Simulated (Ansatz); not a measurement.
Values for one crystal, relaxed and computed with the program Ansatz at the r²SCAN level (PAW); other levels are named.

```yaml
volume_per_atom: 20.22 Å³
electronic_character: metallic (no gap)
Bulk modulus (Birch–Murnaghan fit): 870 kbar
Pressure derivative B′: 4.9
Formation energy from the elements (no fitted shifts): -0.28 eV/atom
Density of states at the Fermi level: 0.49 states/eV per atom (mean over ±0.08 eV)
```

Q: Which of these materials gives this?
A. LaAl2Ag3, P6/mmm (Al on 2c, La on 1a, Ag on 3g)
B. Al3Cr, I4/mmm (Al on 4d, Al on 2b, Cr on 2a)
C. AlRu, R-3m (Al on 3a, Ru on 3b)
D. CaZn5, P6/mmm (Ca on 1a, Zn on 3g, Zn on 2c)

A: A, LaAl2Ag3, P6/mmm (Al on 2c, La on 1a, Ag on 3g)

The workflow started from an entry of the Crystallography Open Database (COD). Its standing as an ambient phase is unchecked. The r²SCAN relaxation kept the symmetry of its start; whether a distortion lowers the energy is not shown. No spin polarisation was allowed. The references are the lowest solids computed at this level, not always the standard phases. Scalar-relativistic: spin–orbit coupling is off unless named, which matters more the heavier the elements.

Potentials: the later of the program's two PAW sets.
